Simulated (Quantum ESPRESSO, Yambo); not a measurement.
SiC (zinc blende, space group F-43m, No. 216): static response along x against the Γ-centred k mesh (Yambo on norm-conserving LDA (Quantum ESPRESSO, 82 Ry, without SOC) bands; 15 bands, 4 Ry block). The smallest direct LDA gap is 4.55 eV.

```json
[
 {"k mesh": "6×6×6", "ε(0), independent particles": "7.79", "ε(0), RPA with local fields": "7.29", "rough Yambo cost": "about 1/4"},
 {"k mesh": "8×8×8", "ε(0), independent particles": "7.33", "ε(0), RPA with local fields": "6.86", "rough Yambo cost": "about 1/3"},
 {"k mesh": "12×12×12", "ε(0), independent particles": "7.19", "ε(0), RPA with local fields": "6.72", "rough Yambo cost": "within a factor of two"},
 {"k mesh": "16×16×16", "ε(0), independent particles": "7.18", "ε(0), RPA with local fields": "6.71", "rough Yambo cost": "1"}
]
```

The last step changes the RPA value by 0.2 %. Electronic response only; costs are rough.

Geometry relaxed with LDA; primitive cell a = 3.0586 Å, b = 3.0586 Å, c = 3.0586 Å, α = 60.00°, β = 60.00°, γ = 60.00°.
